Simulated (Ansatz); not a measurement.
# Energy against volume for PtS2 (CdI2 type)

PtS₂ (CdI2 type)

```xyz
3
Lattice="3.5523 0.0000 0.0000 -1.7762 3.0764 0.0000 0.0000 0.0000 5.1272" Properties=species:S:1:pos:R:3 pbc="T T T"
Pt     0.0000     0.0000     0.0000
S      0.0000     2.0509     1.2259
S      1.7762     1.0255     3.9013
```

This relaxed cell (volume V₀) is scaled evenly in all directions, its shape held. The atoms relax within the cell's symmetry.

Method: r2SCAN+rVV10 (plane waves to 500 eV, PAW, scalar-relativistic; Ansatz, an electronic-structure program). k mesh 11×11×7 (Γ-centred), Fermi-Dirac smearing 0.05 eV. E stands for the smeared free energy. Compression counts positive. With the shape held, the modulus is that of even scaling; a crystal free to change shape is softer. PtS2 is run without spin polarisation. PtS2 was relaxed with its symmetry unable to fall. Spin-orbit coupling is left out, though Pt is heavy. ΔE is measured from the relaxed starting cell.

```
V (Å³/atom)  ΔE (eV/atom)  P (GPa)
-----------  ------------  -------
17.557             0.0178     5.37
17.837             0.0098     3.87
18.117             0.0042     2.48
18.397             0.0010     1.19
18.677             0.0000     0.00
18.957             0.0010    -1.10
19.238             0.0038    -2.11
19.518             0.0083    -3.03
19.798             0.0144    -3.88
```

Key numbers:

* **Pressure at the smallest volume**: 5.37 GPa
* **Energy cost of the largest compression**: 17.8 meV/atom
* **Energy cost of the largest expansion**: 14.4 meV/atom
* **Bulk modulus at fixed cell shape B₀ (third-order Birch-Murnaghan fit)**: 76.2 GPa
* **Pressure derivative B₀′ (fit)**: 4.3
* **Equilibrium volume of the fit**: 18.68 Å³/atom
* **Pressure for 5 % compression (fit)**: 4.4 GPa

The 9 points together took about 3.0 core-minutes (a rough figure).

(A scan under strain: stresses follow from slopes of the energy per volume, elastic moduli from its curvatures.)
